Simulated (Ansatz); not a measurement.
Relaxed-ion elastic tensor of MgTe (wurtzite, P6_3mc) in GPa (Voigt order), DFT-PBEsol in the program Ansatz with PAW potentials; density 3.78 g/cm³, 33.38 Å³ per atom.

|  | 1 | 2 | 3 | 4 | 5 | 6 |
|---|---|---|---|---|---|---|
| 1 | 52.2 | 30.5 | 26.1 | 0.0 | 0.0 | 0.0 |
| 2 | 30.5 | 52.2 | 26.1 | 0.0 | 0.0 | 0.0 |
| 3 | 26.1 | 26.1 | 55.9 | 0.0 | 0.0 | 0.0 |
| 4 | 0.0 | 0.0 | 0.0 | 9.8 | 0.0 | 0.0 |
| 5 | 0.0 | 0.0 | 0.0 | 0.0 | 9.8 | 0.0 |
| 6 | 0.0 | 0.0 | 0.0 | 0.0 | 0.0 | 10.8 |

Question: Is the crystal mechanically stable?

Answer: Yes: the smallest eigenvalue of C is 9.8 GPa.

Question: Work out the Voigt, Reuss and Hill averages.

Answer: K_V = 36.2, K_R = 36.2, K_H = 36.2; G_V = 11.3, G_R = 11.0, G_H = 11.1 GPa.

Question: Give Young's modulus, Poisson's ratio, Pugh's ratio and the universal anisotropy index.

Answer: E = 9KG/(3K + G) = 30.3 GPa; ν = 0.36; K/G = 3.25 (ductile by the Pugh limit of 1.75); A_U = 5G_V/G_R + K_V/K_R − 6 = 0.12.

Question: Estimate the sound speeds and the Debye temperature.

Answer: v_l = √((K + 4G/3)/ρ) = 3670 m/s, v_t = √(G/ρ) = 1720 m/s, mean 1930 m/s; Θ = (h/k)(3n/4πV)^(1/3) v_m = 179 K.

Question: Solve the Christoffel equation for the three sound speeds along x, y, z.

Answer: Eigenvalues of C_ijkl n_j n_l equal ρv² (piezoelectric stiffening left out). In km/s, slowest first: x 1.61, 1.69, 3.72; y 1.61, 1.69, 3.72; z 1.61, 1.61, 3.85.

Question: How much does each axis shrink under pressure?

Answer: Linear compressibilities β_i = Σ_j S_ij (j = 1 to 3): x 9.2, y 9.2, z 9.4 per TPa.

Symmetry was held in the PBEsol relaxation. Spin–orbit coupling is left out wherever it is not named.

Potentials: the later of the program's two PAW sets.
